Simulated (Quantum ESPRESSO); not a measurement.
# Band energies of MoTe$_{2}$ monolayer

```
MoTe2
1.0
    3.49193     0.00000     0.00000
   -1.74596     3.02410     0.00000
    0.00000     0.00000    16.60000
Mo Te
1 2
Direct
  0.00000   0.00000   0.00000
  0.66667   0.33333   0.10855
  0.66667   0.33333   0.89145
```

PBEsol (Quantum ESPRESSO, PseudoDojo norm-conserving, 80 Ry, with spin-orbit coupling); path ΓMKΓ; energies in eV from the valence-band maximum.

```
k (1/Å)  point  band 46  band 47  band 48  band 49  band 50  band 51  band 52  band 53
-------  -----  -------  -------  -------  -------  -------  -------  -------  -------
0.00         Γ    -0.61     2.80     2.80     3.13     3.13     3.49     3.49     3.77
0.23              -0.62     2.42     2.42     2.47     2.47     3.16     3.16     3.36
0.46              -0.83     1.52     1.52     2.12     2.12     2.39     2.39     3.53
0.69              -0.67     1.40     1.40     1.74     1.74     2.65     2.65     3.66
0.92              -0.34     1.44     1.44     1.66     1.66     3.19     3.19     3.70
1.04         M    -0.29     1.41     1.41     1.73     1.73     3.27     3.27     3.70
1.16              -0.22     1.43     1.44     1.73     1.80     3.27     3.28     3.36
1.40              -0.17     1.31     1.32     2.07     2.12     2.12     2.24     3.80
1.64         K     0.00     1.06     1.10     1.72     1.78     2.50     2.63     4.11
1.82              -0.17     1.26     1.28     1.83     1.90     2.13     2.24     3.92
2.01              -0.37     1.28     1.34     1.70     1.75     1.97     2.06     3.58
2.19              -0.52     1.13     1.18     1.72     1.81     1.91     2.03     3.46
2.38              -0.61     1.48     1.59     1.87     1.97     2.14     2.22     3.45
2.56              -0.60     2.24     2.24     2.29     2.31     2.94     2.95     3.36
2.84         Γ    -0.61     2.80     2.80     3.13     3.13     3.49     3.49     3.77
```

The PBEsol gap is direct, 1.06 eV at K. The valence-band maximum lies 4.75 eV below the vacuum level.

Geometry relaxed with PBEsol.
